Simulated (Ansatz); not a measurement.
AgW:
```yaml
crystal:
  lattice:
    - [4.60045, 0.00000, 0.00000]
    - [0.00000, 2.71634, 0.00000]
    - [0.00000, 0.00000, 5.22558]
  atoms:
    - { symbol: W, position: [0.25000, 0.00000, 0.86986] }
    - { symbol: W, position: [0.75000, 0.00000, 0.13014] }
    - { symbol: Ag, position: [0.25000, 0.50000, 0.36406] }
    - { symbol: Ag, position: [0.75000, 0.50000, 0.63594] }
```

Relaxed with r²SCAN.

### Question
Give the Bader charges and basin volumes of the independent atoms, the program Ansatz at the r²SCAN level (PAW).

### Answer


```tsv
atom	Bader charge (e)	Bader volume (Å³)
W1	+0.31	16.7
Ag3	-0.31	16.0
```

Space group Pmma. The start of the workflow was typed in or built on a structure type; neither database checked (COD, Materials Project) lists it. Its standing as an ambient phase is unchecked. Symmetry was held in the r²SCAN relaxation; whether a distortion lowers the energy is not shown. No spin polarisation was allowed. Its formation energy is positive at this level, so the cell may be metastable or incomplete. Scalar-relativistic: spin–orbit coupling is off unless named, which matters more the heavier the elements.

Potentials: the later of the program's two PAW sets.
